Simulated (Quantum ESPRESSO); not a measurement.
## Mg4OS3 (input and log of a self-consistent run)

A calculation, not a measurement. The program is pw.x of Quantum ESPRESSO 7.5 (plane-wave density functional theory). The cell is made up: 8 atoms on a zincblende/diamond lattice, with randomly drawn elements, strain and displacements, not relaxed. PseudoDojo standard norm-conserving files (v0.5 for PBE, v0.4.1 for LDA and PBEsol) set the functional; there is no spin polarisation, spin-orbit coupling or dispersion term, and the masses in the input are unused placeholders.

Input:

```
&control calculation='scf', pseudo_dir='./dojo.nc.sr.pbe.v0_5.standard.upf', outdir='./o', disk_io='medium', tprnfor=.true., tstress=.true. /
&system ibrav=0, nat=8, ntyp=3, nbnd=38, ecutwfc=84.00895049, nosym=.true., tot_charge=0,
 occupations='smearing', smearing='fd', degauss=0.0018374661
/
&electrons conv_thr=7.350e-09, electron_maxstep=60, /
ATOMIC_SPECIES
Mg 1.0 Mg.upf
O 1.0 O.upf
S 1.0 S.upf
CELL_PARAMETERS angstrom
6.1048 -0.0595 0.0303
-0.0595 6.0097 0.0394
0.0303 0.0394 5.9856
ATOMIC_POSITIONS angstrom
Mg -0.0488 -0.0011 0.0262
Mg -0.0412 3.0215 3.0197
Mg 3.0926 -0.0259 2.9733
Mg 2.9697 2.9669 0.0417
O 1.5018 1.4733 1.5053
S 1.4837 4.4827 4.5025
S 4.6086 1.473 4.554
S 4.5829 4.5271 1.6165
K_POINTS automatic
4 4 4 1 1 1
```

The log is shortened where brackets say so; the opening notice, blank lines, dates and the lines on written files are dropped, and the path of the files is cut. It prints rydbergs, bohrs and kilobars, and counts compression as positive stress. With no partly filled state, the Fermi energy that it prints is only some level between the filled and the empty states on the mesh, and need not lie in the true gap.

```
     Program PWSCF v.7.5
     Parallel version (MPI & OpenMP), running on       1 processor cores
     Number of MPI processes:                 1
     Threads/MPI process:                     1
     [start-up lines left out]
     bravais-lattice index     =            0
     lattice parameter (alat)  =      11.5371  a.u.
     unit-cell volume          =    1481.6877 (a.u.)^3
     number of atoms/cell      =            8
     number of atomic types    =            3
     number of electrons       =        64.00
     number of Kohn-Sham states=           38
     kinetic-energy cutoff     =      84.0090  Ry
     charge density cutoff     =     336.0358  Ry
     scf convergence threshold =      7.3E-09
     mixing beta               =       0.7000
     number of iterations used =            8  plain     mixing
     Exchange-correlation= PBE
                           (   1   4   3   4   0   0   0)
     [axes and pseudopotential details left out]
   Cartesian axes
     site n.     atom                  positions (alat units)
         1        Mg     tau(   1) = (  -0.0079932  -0.0001802   0.0042914  )
         2        Mg     tau(   2) = (  -0.0067484   0.4949088   0.4946140  )
         3        Mg     tau(   3) = (   0.5065547  -0.0042423   0.4870139  )
         4        Mg     tau(   4) = (   0.4864242   0.4859656   0.0068303  )
         5        O      tau(   5) = (   0.2459884   0.2413203   0.2465617  )
         6        S      tau(   6) = (   0.2430237   0.7342471   0.7374903  )
         7        S      tau(   7) = (   0.7548690   0.2412711   0.7459258  )
         8        S      tau(   8) = (   0.7506595   0.7415197   0.2647758  )
     number of k points=    32  Fermi-Dirac smearing, width (Ry)=  0.0018
                       cart. coord. in units 2pi/alat
        k(    1) = (   0.1256237   0.1274032   0.1260224), wk =   0.0625000
        k(    2) = (   0.1243416   0.1257186   0.3810338), wk =   0.0625000
     [further k points left out]
     Dense  grid:   154079 G-vectors     FFT dimensions: (  72,  72,  72)
     Estimated max dynamical RAM per process >     188.80 MB
     Initial potential from superposition of free atoms
     starting charge      63.9967, renormalised to      64.0000
     Starting wfcs are   36 randomized atomic wfcs +    2 random wfcs
     total cpu time spent up to now is       15.7 secs
     per-process dynamical memory:   104.0 Mb
     Self-consistent Calculation
     iteration #  1     ecut=    84.01 Ry     beta= 0.70
     Davidson diagonalization with overlap
     ethr =  1.00E-02,  avg # of iterations =  6.1
     total cpu time spent up to now is       82.8 secs
     total energy              =    -574.12161953 Ry
     estimated scf accuracy    <       1.44722515 Ry
     iteration #  2     ecut=    84.01 Ry     beta= 0.70
     Davidson diagonalization with overlap
     ethr =  2.26E-03,  avg # of iterations =  5.7
     total cpu time spent up to now is      150.2 secs
     total energy              =    -573.14420823 Ry
     estimated scf accuracy    <       9.42786752 Ry
     iteration #  3     ecut=    84.01 Ry     beta= 0.70
     Davidson diagonalization with overlap
     ethr =  2.26E-03,  avg # of iterations =  4.7
     total cpu time spent up to now is      194.5 secs
     total energy              =    -574.79977607 Ry
     estimated scf accuracy    <       0.58155582 Ry
     iteration #  4     ecut=    84.01 Ry     beta= 0.70
     Davidson diagonalization with overlap
     ethr =  9.09E-04,  avg # of iterations =  2.0
     total cpu time spent up to now is      222.5 secs
     total energy              =    -574.81839935 Ry
     estimated scf accuracy    <       0.11656007 Ry
     iteration #  5     ecut=    84.01 Ry     beta= 0.70
     Davidson diagonalization with overlap
     ethr =  1.82E-04,  avg # of iterations =  2.0
     total cpu time spent up to now is      257.2 secs
     total energy              =    -574.81768858 Ry
     estimated scf accuracy    <       0.02197927 Ry
     [iterations 6 to 7 left out]
     iteration #  8     ecut=    84.01 Ry     beta= 0.70
     Davidson diagonalization with overlap
     ethr =  9.05E-08,  avg # of iterations =  2.5
     total cpu time spent up to now is      372.2 secs
     total energy              =    -574.82133669 Ry
     estimated scf accuracy    <       0.00000227 Ry
     iteration #  9     ecut=    84.01 Ry     beta= 0.70
     Davidson diagonalization with overlap
     ethr =  3.54E-09,  avg # of iterations =  3.1
     total cpu time spent up to now is      442.6 secs
     total energy              =    -574.82133724 Ry
     estimated scf accuracy    <       0.00000022 Ry
     iteration # 10     ecut=    84.01 Ry     beta= 0.70
     Davidson diagonalization with overlap
     ethr =  3.50E-10,  avg # of iterations =  2.2
     total cpu time spent up to now is      511.6 secs
     total energy              =    -574.82133729 Ry
     estimated scf accuracy    <       0.00000003 Ry
     iteration # 11     ecut=    84.01 Ry     beta= 0.70
     Davidson diagonalization with overlap
     ethr =  5.37E-11,  avg # of iterations =  2.0
     total cpu time spent up to now is      558.9 secs
     total energy              =    -574.82133729 Ry
     estimated scf accuracy    <       0.00000002 Ry
     iteration # 12     ecut=    84.01 Ry     beta= 0.70
     Davidson diagonalization with overlap
     ethr =  2.49E-11,  avg # of iterations =  2.2
     total cpu time spent up to now is      613.2 secs
     End of self-consistent calculation
          k = 0.1256 0.1274 0.1260 ( 19273 PWs)   bands (ev):
   -73.6449 -73.5467 -73.4878 -73.4734 -40.3972 -40.3799 -40.3693 -40.2940
   -40.2920 -40.2779 -40.2358 -40.2307 -40.2275 -40.2257 -40.2128 -40.2104
   -12.5382  -9.5966  -9.2350  -9.1558  -1.1368  -1.0157  -0.8646   0.0173
     0.0893   0.2286   0.2819   0.5650   0.6208   1.3937   1.6107   1.6472
     3.7863   5.1781   5.6477   5.7656   6.6740   6.7912
     [levels at the other k points left out]
     the Fermi energy is     2.6715 ev
!    total energy              =    -574.82133729 Ry
     estimated scf accuracy    <          2.2E-10 Ry
     smearing contrib. (-TS)   =       0.00000000 Ry
     internal energy E=F+TS    =    -574.82133729 Ry
     The total energy is F=E-TS. E is the sum of the following terms:
     one-electron contribution =    -454.02290190 Ry
     hartree contribution      =     221.75189030 Ry
     xc contribution           =     -90.18254210 Ry
     ewald contribution        =    -252.36778359 Ry
     convergence has been achieved in  12 iterations
     Forces acting on atoms (cartesian axes, Ry/au):
     atom    1 type  1   force =     0.03410742    0.02397156    0.01689821
     atom    2 type  1   force =     0.02544985   -0.02119260   -0.01756688
     atom    3 type  1   force =    -0.02748659    0.02432927   -0.01188681
     atom    4 type  1   force =    -0.02268802   -0.02628804    0.02430298
     atom    5 type  2   force =     0.00666720    0.00516916   -0.00710598
     atom    6 type  3   force =     0.00320861    0.00510804    0.00551058
     atom    7 type  3   force =    -0.00912813    0.00200156   -0.00190973
     atom    8 type  3   force =    -0.01013034   -0.01309895   -0.00824236
     Total force =     0.085648     Total SCF correction =     0.000020
     Computing stress (Cartesian axis) and pressure
          total   stress  (Ry/bohr**3)                   (kbar)     P=      -94.25
  -0.00066929   0.00001682  -0.00001984          -98.46        2.47       -2.92
   0.00001682  -0.00063185  -0.00001975            2.47      -92.95       -2.91
  -0.00001984  -0.00001975  -0.00062093           -2.92       -2.91      -91.34
     init_run     :     13.84s CPU     15.63s WALL (       1 calls)
     electrons    :    571.22s CPU    597.57s WALL (       1 calls)
     forces       :      8.34s CPU      8.52s WALL (       1 calls)
     stress       :     29.13s CPU     29.39s WALL (       1 calls)
     [timing details left out]
     PWSCF        :  10m22.89s CPU  10m54.04s WALL
     JOB DONE.
```

In other units: free energy -7820.843 eV for the cell, pressure -9.42 GPa, largest force component 0.877 eV/Å. A rerun of a related cell, with the same atoms placed differently, at 1437 eV and a 6 x 6 x 6 mesh moved values by no more than 0.002 eV in energy, 0.02 GPa in stress and 0.009 eV/Å in force.